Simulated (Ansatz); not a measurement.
A relaxed cell of Al2B3P5 is given with its symmetry left out. The cell was found from a structure generator's guess, not taken from experiment.

Theory: DFT PBE, scalar-relativistic, plane waves, PAW (Ansatz 0.2.0). Cutoff 420 eV, Γ-centred mesh, Gaussian smearing, no spin polarisation.

```yaml
crystal:
  lattice:
    - [-1.71710, 1.71710, 12.79179]
    - [1.71710, -1.71710, 12.79179]
    - [1.71710, 1.71710, -12.79179]
  atoms:
    - { symbol: Al, position: [0.39648, 0.39648, 0.00000] }
    - { symbol: Al, position: [0.60352, 0.60352, 0.00000] }
    - { symbol: B, position: [0.00000, 0.00000, 0.00000] }
    - { symbol: B, position: [0.79315, 0.79315, 0.00000] }
    - { symbol: B, position: [0.20685, 0.20685, 0.00000] }
    - { symbol: P, position: [0.33581, 0.83581, 0.50000] }
    - { symbol: P, position: [0.75000, 0.25000, 0.50000] }
    - { symbol: P, position: [0.16419, 0.66419, 0.50000] }
    - { symbol: P, position: [0.54281, 0.04281, 0.50000] }
    - { symbol: P, position: [0.95719, 0.45719, 0.50000] }
```

The zero of energy is the elements' standard structures at the same level; no fitted shifts are applied. The references include black phosphorus.

(1) Find its symmetry and describe it.

(2) What is its formation energy per atom?

(3) Is it a metal?

Results:

(1) I-4m2 (No. 119), with Al and B ordered on zinc blende sites. Conventional cell: a = 3.434 Å, c = 25.584 Å. Around Al lie 4 P at 2.31–2.32 Å; B on a site of symmetry -4m2 has 4 P at 2.04 Å; around B on a site of symmetry 2mm lie 4 P at 2.03–2.04 Å; around P on a site of symmetry 2mm lie 2 B at 2.03 Å and 2 Al at 2.31 Å; 2 more sites not described.

(2) −0.272 eV/atom. A negative formation energy is needed for stability but isn't enough: competing phases decide.

(3) No, the gap on the 12×12×12 mesh is 0.62 eV.

The last run used a 12×12×12 mesh for its 10-atom cell and Gaussian smearing of 0.02 eV. Kohn–Sham gaps at this level usually fall short of measured ones. The reference form of P is held partly by dispersion forces, which this level lacks. Symmetry constrained the relaxation, so the result can be a saddle point.
